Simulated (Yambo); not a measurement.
Yambo run on a free-standing CaI$_{2}$ monolayer (symmetry P-3m1, slab cell 16.5 Å high). The wavefunctions come from this Quantum ESPRESSO step (PBEsol, PseudoDojo standard norm-conserving files, scalar-relativistic):

```
&CONTROL
  calculation = 'nscf'
  pseudo_dir = './pseudo'
  outdir = './out'
/
&SYSTEM
  ibrav = 0
  nat = 3
  ntyp = 2
  ecutwfc = 70.0
  ecutrho = 280.0
  occupations = 'fixed'
  force_symmorphic = .true.
  nbnd = 136
  assume_isolated = '2D'
/
&ELECTRONS
  conv_thr = 3.0000000000000004e-09
  diago_full_acc = .true.
  diago_thr_init = 1e-08
/
ATOMIC_SPECIES
Ca 40.0780 Ca.upf
I 126.9045 I.upf
CELL_PARAMETERS angstrom
  4.435673297519   0.000000000000   0.000000000000
 -2.217836648759   3.841405758540   0.000000000000
  0.000000000000   0.000000000000  16.500000000000
ATOMIC_POSITIONS crystal
Ca   0.000000000000   0.000000000000   0.000000000000
I   0.333333333333   0.666666666667   0.106452393100
I   0.666666666667   0.333333333333  -0.106452393100
K_POINTS automatic
6 6 1 0 0 0
```

Yambo input:

```
rim_cut
gw0
dyson
el_el_corr
HF_and_locXC
ppa
em1d
rim_w
RandQpts= 1000000
RandGvec= 2 Ry
CUTGeo= "slab z"
EXXRLvcs= 70 Ry
VXCRLvcs= 280 Ry
Chimod= "HARTREE"
% BndsRnXp
 1 | 135 |
%
NGsBlkXp= 6 Ry
% LongDrXp
 1.0 | 1.0 | 0.0 |
%
RandGvecW= 711 mRy
PPAPntXp= 27.2114 eV
% GbndRnge
 1 | 135 |
%
GTermKind= "BG"
DysSolver= "n"
ExtendOut
% QPkrange
 1 | 1 | 12 | 13 |
 3 | 3 | 12 | 13 |
 4 | 4 | 12 | 13 |
 7 | 7 | 12 | 13 |
%
```

k points by index: 1 = Γ, 3 = (0, 0.333), 4 = M, 7 = K.

Table of the .qp output:

```
#    K-point    Band    Eo [eV]    E [eV]    E-Eo [eV]    Vxc [eV]    Vnlxc [eV]    Sc|Eo [eV]    Sc|E [eV]    dSc/dw|Eo [eV]    Re(Z)    Im(Z)
#
    1    12    0.000000    -1.474627    -1.474627    -11.44085    -14.32570    1.079143    1.410220    -6.108799    0.816660    -0.001652
    1    13    4.504088    5.976279    1.472191    -9.896821    -4.817075    -3.316311    -3.607556    -5.380355    0.834889    -0.004823
    3    12    -0.459411    -2.020776    -1.561365    -11.02393    -14.12272    1.181282    1.537424    -6.206133    0.814281    -0.001890
    3    13    3.914175    5.555082    1.640908    -10.72993    -5.439102    -3.309705    -3.649916    -5.641100    0.828287    -0.001595
    4    12    -0.701087    -2.262285    -1.561198    -11.06620    -14.23941    1.252389    1.612011    -6.267413    0.812790    -0.001932
    4    13    3.750854    5.344136    1.593282    -10.55563    -5.408046    -3.226529    -3.554298    -5.597262    0.829394    -0.001577
    7    12    -0.775459    -2.340894    -1.565435    -10.97332    -14.13711    1.235856    1.598355    -6.300818    0.811983    -0.001071
    7    13    4.920487    6.848766    1.928279    -12.08088    -5.874075    -3.851729    -4.278522    -6.022005    0.818792    -0.001882
```
(The two width columns are left out.) Convergence of these settings isn't established.

Spin-orbit coupling is not included.

Geometry relaxed with PBEsol.

This is a model layer cut from the bulk structure; whether it is stable on its own was not checked.
